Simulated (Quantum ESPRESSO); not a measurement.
# WHf2O6F2: finding a planted mistake in a log

A calculation, not a measurement. The program is pw.x of Quantum ESPRESSO 7.5 (plane-wave density functional theory). The cell is made up: 11 atoms on a rutile lattice with one site empty, with randomly drawn elements, strain and displacements, not relaxed. PseudoDojo standard norm-conserving files (v0.5 for PBE, v0.4.1 for LDA and PBEsol) set the functional; there is no spin polarisation, spin-orbit coupling or dispersion term, and the masses in the input are unused placeholders.

The hafnium pseudopotential is less sure than the others, with forces about 3 percent (worst 6) and pressure in oxides about 1.5 GPa (worst 2.7) from a second method in checks, which no rerun with the same files tests.

Intended input:

```
&control calculation='scf', pseudo_dir='./dojo.nc.sr.pbe.v0_5.standard.upf', outdir='./o', disk_io='low', tprnfor=.true., tstress=.true. /
&system ibrav=0, nat=11, ntyp=4, nbnd=50, ecutwfc=84.00895049, nosym=.true., tot_charge=0,
 occupations='smearing', smearing='fd', degauss=0.0018374661
/
&electrons conv_thr=7.350e-09, electron_maxstep=60, /
ATOMIC_SPECIES
F 1.0 F.upf
Hf 1.0 Hf.upf
O 1.0 O.upf
W 1.0 W.upf
CELL_PARAMETERS angstrom
4.8724 -0.0371 0.0805
-0.0371 4.9129 -0.0068
0.107 -0.0091 6.562
ATOMIC_POSITIONS angstrom
W 0.0373 -0.0484 -0.0918
Hf 2.5912 2.3863 1.7776
Hf 0.1168 0.1462 3.3905
O 1.5006 1.4334 -0.0112
F 3.3538 3.4779 0.0839
O 3.9301 1.0456 1.7361
O 1.0276 3.9504 1.6142
F 1.5919 1.4563 3.2277
O 3.3656 3.3303 3.3593
O 4.0598 0.9882 5.0027
O 0.9215 3.8283 4.8175
K_POINTS automatic
5 5 4 1 1 1
```

The log is shortened where brackets say so; the opening notice, blank lines, dates and the lines on written files are dropped, and the path of the files is cut. It prints rydbergs, bohrs and kilobars, and counts compression as positive stress. Where no state is partly filled, the Fermi energy that it prints is only some level between the filled and the empty states on the mesh, and need not lie in the true gap.

Log of the intended run:

```
     Program PWSCF v.7.5
     Parallel version (MPI & OpenMP), running on       4 processor cores
     Number of MPI processes:                 4
     Threads/MPI process:                     1
     [start-up lines left out]
     bravais-lattice index     =            0
     lattice parameter (alat)  =       9.2090  a.u.
     unit-cell volume          =    1059.6709 (a.u.)^3
     number of atoms/cell      =           11
     number of atomic types    =            4
     number of electrons       =        88.00
     number of Kohn-Sham states=           50
     kinetic-energy cutoff     =      84.0090  Ry
     charge density cutoff     =     336.0358  Ry
     scf convergence threshold =      7.3E-09
     mixing beta               =       0.7000
     number of iterations used =            8  plain     mixing
     Exchange-correlation= PBE
                           (   1   4   3   4   0   0   0)
     [axes and pseudopotential details left out]
   Cartesian axes
     site n.     atom                  positions (alat units)
         1        W      tau(   1) = (   0.0076541  -0.0099319  -0.0188377  )
         2        Hf     tau(   2) = (   0.5317239   0.4896776   0.3647701  )
         3        Hf     tau(   3) = (   0.0239678   0.0300008   0.6957432  )
         4        O      tau(   4) = (   0.3079287   0.2941390  -0.0022983  )
         5        F      tau(   5) = (   0.6882122   0.7136780   0.0172166  )
         6        O      tau(   6) = (   0.8064711   0.2145610   0.3562542  )
         7        O      tau(   7) = (   0.2108673   0.8106367   0.3312398  )
         8        F      tau(   8) = (   0.3266638   0.2988382   0.6623360  )
         9        O      tau(   9) = (   0.6906336   0.6833899   0.6893408  )
        10        O      tau(  10) = (   0.8330860   0.2027823   1.0265726  )
        11        O      tau(  11) = (   0.1890952   0.7855814   0.9885689  )
     number of k points=    50  Fermi-Dirac smearing, width (Ry)=  0.0018
                       cart. coord. in units 2pi/alat
        k(    1) = (   0.0992692   0.1000681   0.0913501), wk =   0.0400000
        k(    2) = (   0.0962028   0.1003020   0.2770606), wk =   0.0400000
     [further k points left out]
     Dense  grid:   110185 G-vectors     FFT dimensions: (  54,  60,  75)
     Estimated max dynamical RAM per process >     318.60 MB
     Estimated total dynamical RAM >       1.17 GB
     Initial potential from superposition of free atoms
     starting charge      87.9958, renormalised to      88.0000
     Starting wfcs are   62 randomized atomic wfcs
     total cpu time spent up to now is       14.3 secs
     per-process dynamical memory:   250.8 Mb
     Self-consistent Calculation
     iteration #  1     ecut=    84.01 Ry     beta= 0.70
     Davidson diagonalization with overlap
     ethr =  1.00E-02,  avg # of iterations =  2.0
     total cpu time spent up to now is       38.2 secs
     total energy              =    -671.80022340 Ry
     estimated scf accuracy    <       5.73207156 Ry
     iteration #  2     ecut=    84.01 Ry     beta= 0.70
     Davidson diagonalization with overlap
     ethr =  6.51E-03,  avg # of iterations =  6.4
     total cpu time spent up to now is       73.6 secs
     total energy              =    -668.92148922 Ry
     estimated scf accuracy    <      50.53934257 Ry
     [iterations 3 to 19 left out]
     iteration # 20     ecut=    84.01 Ry     beta= 0.70
     Davidson diagonalization with overlap
     ethr =  1.19E-11,  avg # of iterations =  4.4
     total cpu time spent up to now is      521.2 secs
     total energy              =    -675.13206074 Ry
     estimated scf accuracy    <       0.00000001 Ry
     iteration # 21     ecut=    84.01 Ry     beta= 0.70
     Davidson diagonalization with overlap
     ethr =  1.19E-11,  avg # of iterations =  2.0
     total cpu time spent up to now is      547.6 secs
     End of self-consistent calculation
     [lines on levels left out]
     the Fermi energy is     6.9260 ev
!    total energy              =    -675.13206074 Ry
     estimated scf accuracy    <          3.1E-09 Ry
     smearing contrib. (-TS)   =      -0.00000000 Ry
     internal energy E=F+TS    =    -675.13206074 Ry
     The total energy is F=E-TS. E is the sum of the following terms:
     one-electron contribution =    -252.88275988 Ry
     hartree contribution      =     163.38900458 Ry
     xc contribution           =    -161.42025306 Ry
     ewald contribution        =    -424.21805238 Ry
     convergence has been achieved in  21 iterations
     Forces acting on atoms (cartesian axes, Ry/au):
     atom    1 type  4   force =     0.20984048    0.14065723   -0.11818452
     atom    2 type  2   force =    -0.03002031    0.13490482    0.02435976
     atom    3 type  2   force =    -0.11211972   -0.13928265    0.00211177
     atom    4 type  3   force =    -0.14672359   -0.14853095    0.03489024
     atom    5 type  1   force =     0.03430111    0.02617093    0.01781317
     atom    6 type  3   force =     0.09991514   -0.11965683   -0.05376540
     atom    7 type  3   force =    -0.07943287    0.04544746   -0.07832139
     atom    8 type  1   force =    -0.01197707   -0.01008267    0.01221584
     atom    9 type  3   force =     0.04258321    0.05089774   -0.09260537
     atom   10 type  3   force =     0.07413062   -0.09564672    0.11209777
     atom   11 type  3   force =    -0.08049700    0.11512165    0.13938812
     Total force =     0.545789     Total SCF correction =     0.000090
     Computing stress (Cartesian axis) and pressure
          total   stress  (Ry/bohr**3)                   (kbar)     P=     -157.67
  -0.00063268  -0.00011703  -0.00044690          -93.07      -17.22      -65.74
  -0.00011703  -0.00091885  -0.00032499          -17.22     -135.17      -47.81
  -0.00044690  -0.00032499  -0.00166392          -65.74      -47.81     -244.77
     init_run     :     13.29s CPU     14.04s WALL (       1 calls)
     electrons    :    530.51s CPU    533.41s WALL (       1 calls)
     forces       :      4.61s CPU      4.69s WALL (       1 calls)
     stress       :     15.83s CPU     16.45s WALL (       1 calls)
     [timing details left out]
     PWSCF        :   9m24.60s CPU   9m29.18s WALL
     JOB DONE.
```

A second run was made from an input with one planted mistake. Its log:

```
     Program PWSCF v.7.5
     Parallel version (MPI & OpenMP), running on       4 processor cores
     Number of MPI processes:                 4
     Threads/MPI process:                     1
     [start-up lines left out]
     bravais-lattice index     =            0
     lattice parameter (alat)  =       9.2090  a.u.
     unit-cell volume          =    1059.6709 (a.u.)^3
     number of atoms/cell      =           11
     number of atomic types    =            4
     number of electrons       =        89.00
     number of Kohn-Sham states=           51
     kinetic-energy cutoff     =      84.0090  Ry
     charge density cutoff     =     336.0358  Ry
     scf convergence threshold =      7.3E-09
     mixing beta               =       0.7000
     number of iterations used =            8  plain     mixing
     Exchange-correlation= PBE
                           (   1   4   3   4   0   0   0)
     [axes and pseudopotential details left out]
   Cartesian axes
     site n.     atom                  positions (alat units)
         1        W      tau(   1) = (   0.0076541  -0.0099319  -0.0188377  )
         2        Hf     tau(   2) = (   0.5317239   0.4896776   0.3647701  )
         3        Hf     tau(   3) = (   0.0239678   0.0300008   0.6957432  )
         4        O      tau(   4) = (   0.3079287   0.2941390  -0.0022983  )
         5        F      tau(   5) = (   0.6882122   0.7136780   0.0172166  )
         6        O      tau(   6) = (   0.8064711   0.2145610   0.3562542  )
         7        O      tau(   7) = (   0.2108673   0.8106367   0.3312398  )
         8        F      tau(   8) = (   0.3266638   0.2988382   0.6623360  )
         9        O      tau(   9) = (   0.6906336   0.6833899   0.6893408  )
        10        O      tau(  10) = (   0.8330860   0.2027823   1.0265726  )
        11        O      tau(  11) = (   0.1890952   0.7855814   0.9885689  )
     number of k points=    50  Fermi-Dirac smearing, width (Ry)=  0.0018
                       cart. coord. in units 2pi/alat
        k(    1) = (   0.0992692   0.1000681   0.0913501), wk =   0.0400000
        k(    2) = (   0.0962028   0.1003020   0.2770606), wk =   0.0400000
     [further k points left out]
     Dense  grid:   110185 G-vectors     FFT dimensions: (  54,  60,  75)
     Estimated max dynamical RAM per process >     322.41 MB
     Estimated total dynamical RAM >       1.18 GB
     Initial potential from superposition of free atoms
     starting charge      87.9958, renormalised to      89.0000
     Starting wfcs are   62 randomized atomic wfcs
     total cpu time spent up to now is        9.9 secs
     per-process dynamical memory:   253.9 Mb
     Self-consistent Calculation
     iteration #  1     ecut=    84.01 Ry     beta= 0.70
     Davidson diagonalization with overlap
     ethr =  1.00E-02,  avg # of iterations =  2.0
     total cpu time spent up to now is       36.1 secs
     total energy              =    -671.87575212 Ry
     estimated scf accuracy    <       4.67865042 Ry
     iteration #  2     ecut=    84.01 Ry     beta= 0.70
     Davidson diagonalization with overlap
     ethr =  5.26E-03,  avg # of iterations =  6.2
     total cpu time spent up to now is       65.9 secs
     total energy              =    -668.61061020 Ry
     estimated scf accuracy    <      42.15771967 Ry
     [iterations 3 to 15 left out]
     iteration # 16     ecut=    84.01 Ry     beta= 0.70
     Davidson diagonalization with overlap
     ethr =  6.88E-11,  avg # of iterations =  3.4
     total cpu time spent up to now is      395.2 secs
     total energy              =    -674.55748377 Ry
     estimated scf accuracy    <       0.00000002 Ry
     iteration # 17     ecut=    84.01 Ry     beta= 0.70
     Davidson diagonalization with overlap
     ethr =  1.90E-11,  avg # of iterations =  4.4
     total cpu time spent up to now is      417.5 secs
     End of self-consistent calculation
     [lines on levels left out]
     the Fermi energy is     8.3549 ev
!    total energy              =    -674.55748377 Ry
     estimated scf accuracy    <          3.6E-09 Ry
     smearing contrib. (-TS)   =      -0.00064989 Ry
     internal energy E=F+TS    =    -674.55683388 Ry
     The total energy is F=E-TS. E is the sum of the following terms:
     one-electron contribution =    -252.72980719 Ry
     hartree contribution      =     164.84990968 Ry
     xc contribution           =    -162.45888399 Ry
     ewald contribution        =    -424.21805238 Ry
     convergence has been achieved in  17 iterations
     Forces acting on atoms (cartesian axes, Ry/au):
     atom    1 type  4   force =     0.19080203    0.14485849   -0.09465713
     atom    2 type  2   force =    -0.03519923    0.13325071    0.00500242
     atom    3 type  2   force =    -0.11143780   -0.15035735    0.03682740
     atom    4 type  3   force =    -0.12834291   -0.13222091    0.05084371
     atom    5 type  1   force =     0.02641137    0.01738520    0.02101919
     atom    6 type  3   force =     0.08649051   -0.10203635   -0.02920155
     atom    7 type  3   force =    -0.05038656    0.02543653   -0.03981547
     atom    8 type  1   force =    -0.00743522   -0.00592933    0.01218678
     atom    9 type  3   force =     0.03836825    0.04911738   -0.09798193
     atom   10 type  3   force =     0.05741570   -0.07632215    0.05328383
     atom   11 type  3   force =    -0.06668614    0.09681777    0.08249274
     Total force =     0.479123     Total SCF correction =     0.000151
     Computing stress (Cartesian axis) and pressure
          total   stress  (Ry/bohr**3)                   (kbar)     P=       -2.81
   0.00041600  -0.00011650  -0.00042043           61.20      -17.14      -61.85
  -0.00011650   0.00011562  -0.00033396          -17.14       17.01      -49.13
  -0.00042043  -0.00033396  -0.00058887          -61.85      -49.13      -86.63
     init_run     :      8.58s CPU      9.11s WALL (       1 calls)
     electrons    :    405.68s CPU    407.60s WALL (       1 calls)
     forces       :      3.92s CPU      3.97s WALL (       1 calls)
     stress       :     13.06s CPU     13.61s WALL (       1 calls)
     [timing details left out]
     PWSCF        :   7m12.14s CPU   7m15.37s WALL
     JOB DONE.
```

Question: what was wrong in the second input?

Answer: the cell has the wrong charge. The input lines that differ, file-writing options aside:

```
- &system ibrav=0, nat=11, ntyp=4, nbnd=50, ecutwfc=84.00895049, nosym=.true., tot_charge=0,
+ &system ibrav=0, nat=11, ntyp=4, nbnd=51, ecutwfc=84.00895049, nosym=.true., tot_charge=-1,
```

```
                                            intended run  run with the mistake
                          free energy (eV)     -9185.640             -9177.822
                    smearing term -TS (eV)        0.0000               -0.0088
                            pressure (GPa)        -15.77                 -0.28
            largest force component (eV/Å)         5.395                 4.906
largest change of a force component (eV/Å)                               1.512
                                iterations            21                    17
```

For scale, a rerun of the intended cell at a cutoff of 1437 eV and k mesh 7 x 7 x 6 moved values by no more than 0.005 eV in energy, 0.03 GPa in stress and 0.004 eV/Å in force. The charged cell sits in a uniform background, so its energy and stress rest on the program's zero of potential. The number of bands, nbnd, was set by rule from the electron count and the smearing, so it follows the mistake.